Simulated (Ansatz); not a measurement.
According to DFT-r²SCAN in the program Ansatz with PAW potentials, AlCr2C in the hexagonal phase (P6_3/mmc; Al on 2d, Cr on 4f, C on 2a) relaxes to a = 2.823 Å, c = 12.632 Å. Al has 12 nearest neighbours from 2.65 Å (anticuboctahedral); C has 6 nearest neighbours from 1.95 Å (octahedral). Against the elements it lies at -0.067 eV/atom, with no fitted shifts.

Electronic character: metallic (no gap).

The bulk modulus is 203 GPa. The relaxed-ion elastic constants in GPa are C11 = 400, C12 = 91.1, C13 = 116, C33 = 390, C44 = 150. The elastic constants imply a Debye temperature near 775 K. The highest mode at Γ lies at 688 cm⁻¹.

The cell was relaxed with r²SCAN under the symmetry of its start. The run is not spin-polarised. As this level gives no gap, shear constants depend on the k-mesh and smearing (Fermi–Dirac, 0.1 eV here). As this level gives no gap, phonon frequencies hold no LO–TO term and depend on the k-mesh and smearing (Fermi–Dirac, 0.1 eV here). On the denser mesh and wider smearing of the elastic run this cell carries a stress of 0.5 GPa. The references are the lowest solids computed at this level, not always the standard phases.

Potentials: the later of the program's two PAW sets.
